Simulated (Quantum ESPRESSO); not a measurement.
# Moving one atom in Al3ZnAs3S

These are calculations, not measurements. They come from pw.x of Quantum ESPRESSO 7.5, a plane-wave density functional program, with PseudoDojo standard norm-conserving files (v0.5 for PBE, v0.4.1 for LDA and PBEsol). The cells are made up: elements, strain and atom displacements were drawn at random, and nothing was relaxed. There is no spin polarisation, spin-orbit coupling or dispersion term.

The cell has 8 sites of a zincblende or diamond lattice. Sites 1 to 4 hold Al Al Al Zn; sites 5 to 8 hold As As As S. Cell vectors in Å: (5.901, -0.093, -0.018); (-0.093, 6.087, -0.033); (-0.018, -0.033, 5.934). Settings: PBE, cutoff 1143 eV, 4 x 4 x 4 k mesh shifted by half a step, Fermi-Dirac smearing of 0.025 eV.

Each run shifts the As atom on site 6 along z and leaves all else fixed. Site 3 is one of its nearest neighbours. E is the free energy of the cell above the lowest run shown. The last column is band 41 less band 40 at Gamma, from a band step after each run.

| run | shift (Å) | Fz on site 6 (eV/Å) | Fz on site 3 (eV/Å) | P (GPa) | E (meV) | level step at Gamma (eV) |
| --- | --- | --- | --- | --- | --- | --- |
| 1 | -0.1201 | 0.716 | -0.005 | -7.12 | 36.4 | 0.422 |
| 2 | -0.1070 | 0.634 | 0.022 | -7.14 | 27.6 | 0.422 |
| 3 | -0.0598 | 0.336 | 0.117 | -7.19 | 4.7 | 0.413 |
| 4 | -0.0433 | 0.232 | 0.149 | -7.21 | 0.0 | 0.408 |
| 5 | 0.0397 | -0.291 | 0.300 | -7.26 | 2.5 | 0.377 |
| 7 | 0.1332 | -0.869 | 0.449 | -7.25 | 56.9 | 0.332 |
| 6 | 0.0878 | ? | ? | ? | ? | ? |

A rerun of one of these cells at 1437 eV and k mesh 6 x 6 x 6 moved values by no more than 0.007 eV in the cell's energy, 0.02 GPa in stress and 0.003 eV/Å in force.

## Worked fit

A parabola through the six runs shown gives Fz on site 6 = -0.041 - 6.27 u + 0.4 u² eV/Å, with u in Å and a scatter of 0.002 eV/Å. Minus the slope, 6.27 ± 0.04 eV/Å², is this atom's force constant along z at u = 0, with its periodic images moving too. The fitted force vanishes at u = -0.007 Å, where the energy should be lowest along this line. The error is the larger of the fit's own and the change that a cubic makes, rounded up.

## Withheld run

Question: what Fz on site 6 should run 6 give?

The fit gives -0.588 eV/Å. The calculation gave -0.591 eV/Å.

| run | shift (Å) | Fz on site 6 (eV/Å) | Fz on site 3 (eV/Å) | P (GPa) | E (meV) | level step at Gamma (eV) |
| --- | --- | --- | --- | --- | --- | --- |
| 6 | 0.0878 | -0.591 | 0.380 | -7.26 | 23.8 | 0.355 |